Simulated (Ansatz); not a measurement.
Pb:
```yaml
crystal:
  lattice:
    - [0.00000, 2.52050, 2.52050]
    - [2.52050, 0.00000, 2.52050]
    - [2.52050, 2.52050, 0.00000]
  atoms:
    - { symbol: Pb, position: [0.50000, 0.50000, 0.50000] }
```

Relaxed with PBE. Special points in fractions of this cell's reciprocal vectors: Γ (0.000, 0.000, 0.000); X (0.500, 0.000, 0.500); U (0.625, 0.250, 0.625); K (0.375, 0.375, 0.750); L (0.500, 0.500, 0.500); W (0.500, 0.250, 0.750).

Task: List the band energies nearest the Fermi level at these points for PBE with spin–orbit coupling in the plane-wave PAW code Ansatz.

Result: In eV from the Fermi level; about four levels below and three above (degenerate sets whole), none deeper than 8.9 eV; points with the same levels are listed once.

```
k                    below                          above
-  -----------------------  -----------------------------
Γ                        –  4.84 4.84 8.10 8.10 8.10 8.10
X  -6.50 -6.50 -3.05 -3.05            1.53 1.53 2.77 2.77
U  -2.27 -2.27 -0.83 -0.83            3.04 3.04 6.55 6.55
L  -7.79 -7.79 -3.86 -3.86            4.40 4.40 6.28 6.28
W  -1.83 -1.83 -0.64 -0.64          0.63 0.63 10.45 10.45
```

Space group Fm-3m (fcc (Cu type)). The PBE relaxation kept the symmetry of its start.

Potentials: the later of the program's two PAW sets.
